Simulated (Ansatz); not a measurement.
**VPt$_{3}$: do energies and stresses tell the same story?**

Method: DFT PBEsol, scalar-relativistic, plane waves, PAW (Ansatz).

Cutoff 420 eV; k points 12×12×12 on the computed 4-atom cell (Γ-centred); Gaussian smearing, width 0.10 eV; collinear spin from starting moments 1.51 0 0 0 μB.

Relaxed cell: Pm-3m, a = 3.870 Å, b = 3.870 Å, c = 3.870 Å, α = 90.00°, β = 90.00°, γ = 90.00°, 4 atoms in the primitive cell. Whether it is the stable form of this composition wasn't checked.

Energies at zero smearing and pressures from the stress tensor, at volumes with shape and atoms relaxed:
```
V (Å³/atom) E − E(first) (meV/atom) P (GPa)
     12.748                     0.00    48.16
     13.183                  -108.85    32.66
     13.617                  -179.25    19.74
     14.052                  -217.64     8.98
     14.486                  -229.35     0.00
     14.921                  -218.79    -7.48
     15.356                  -189.66   -13.70
     15.935                  -127.38   -20.33
```

Problem. Check P = −dE/dV between neighbouring volumes, and get the bulk modulus from the pressures alone.

Solution. With 1 eV/Å³ = 160.2 GPa:
```tsv
middle V (Å³/atom)	−ΔE/ΔV (GPa)	mean P (GPa)
12.965	40.131	40.413
13.400	25.953	26.204
13.834	14.151	14.360
14.269	4.318	4.488
14.704	-3.894	-3.741
15.138	-10.739	-10.591
15.645	-17.219	-17.014
```

The two differ by 0.28 GPa at most. The mean of two end pressures misses the average over a step by about ΔV² P″/12, up to 0.23 GPa here; with that taken off 0.06 GPa remains. The stress is the derivative of the free energy, not of the energy at zero smearing, and with free energies 0.00 GPa remains. The largest site moment goes from 1.22 to 1.50 μB along the series, which bends P(V). Around V = 14.486 Å³/atom, the two neighbours give B = −V ΔP/ΔV = 14.486 × 16.46 / 0.869 = 274.3 GPa, against B0 = 272.7 GPa from the Birch–Murnaghan fit of the energies.

Spin-orbit coupling is left out, which matters for the bands of heavy elements.

Only this magnetic start was tried.

Cost: 9 runs of about 8.6 core-minutes in all, on Arm Neoverse V1 (shared hosts).